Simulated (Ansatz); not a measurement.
Starting cell, HgTe (zinc blende):

```yaml
crystal:
  lattice:
    - [0.00000, 3.25489, 3.25489]
    - [3.25489, 0.00000, 3.25489]
    - [3.25489, 3.25489, 0.00000]
  atoms:
    - { symbol: Te, position: [0.75000, 0.75000, 0.75000] }
    - { symbol: Hg, position: [0.00000, 0.00000, 0.00000] }
```

In each cell atom 1 (Te, nearest neighbour Hg at 2.819 Å; its periodic images, 4.6 Å or more away, move with it) moves by s·(1.000, 0.000, 0.000) (along Cartesian x), the rest being held.

The numbers are results of PBEsol (plane waves to 420 eV, PAW, scalar-relativistic; Ansatz, an electronic-structure program), not measurements. k mesh 7×7×7 (Γ-centred), Fermi-Dirac smearing 0.05 eV. E stands for the smeared free energy. Stress and pressure are positive under compression. With partly filled bands, energies and forces of such displacements shift with the k mesh and the smearing. At this level the bands of HgTe touch or barely overlap. HgTe was relaxed with its symmetry unable to fall. Spin-orbit coupling is left out, though Hg and Te are heavy. The zero of ΔE is the undisplaced structure.

**Question.** Estimate the ΔE (eV/cell) and P (GPa) for s (Å) = -0.850, -0.680, -0.510, -0.170, 0.170, 0.340, 0.510, 0.680.

**Answer.** 
| s (Å) | ΔE (eV/cell) | P (GPa) |
|---|---|---|
| -0.850 | 1.168 | 9.8 |
| -0.680 | 0.750 | 6.7 |
| -0.510 | 0.424 | 4.0 |
| -0.170 | 0.049 | 0.5 |
| 0.170 | 0.049 | 0.5 |
| 0.340 | 0.191 | 1.8 |
| 0.510 | 0.424 | 4.0 |
| 0.680 | 0.750 | 6.7 |

(A displaced cell: forces are minus the slopes of the energy, force constants its curvatures, and phonons follow from these.)
